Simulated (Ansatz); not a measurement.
Polymorphs of WS2, each relaxed with PBE+D3(BJ) in the plane-wave PAW code Ansatz:

A: P6_3/mmc
a = b = 3.1541 Å, c = 12.1348 Å, α = β = 90.00°, γ = 120.00°

| atom | site | symmetry | x | y | z |
|---|---|---|---|---|---|
| W | 2c | -6m2 | 0.3333 | 0.6667 | 0.2500 |
| S | 4f | 3m. | 0.6667 | 0.3333 | 0.1202 |

B: C2/m
a = 12.5802 Å, b = 3.2108 Å, c = 5.6996 Å, α = γ = 90.00°, β = 113.80°

```csv
atom,site,symmetry,x,y,z
S,4i,m,0.1369,0.0000,0.8174
S,4i,m,0.1006,0.5000,0.2830
W,4i,m,0.2435,0.0000,0.2950
```

Question: Order them by energy per atom at 0 K (lowest first) at the level PBE+D3(BJ).

Answer: A (+0 meV/atom), B (+182 meV/atom)

Question: Give each one's gap.

Answer: A 0.88 eV; B no gap.

Typed or built starts, not in the databases checked: B. Not the usual ambient phase: B. Began spin-polarised and lost the moments: B. All cells were relaxed under the symmetry of their starts (and spin orders); stability against distortions was not tested throughout. Rows with no word on spin ran without spin polarisation. Spin–orbit coupling is left out wherever it is not named.

Energies hold the estimated change up to a 700 eV cutoff; steps of a few meV lie near the error of the meshes.

Potentials: the earlier of the program's two PAW sets.
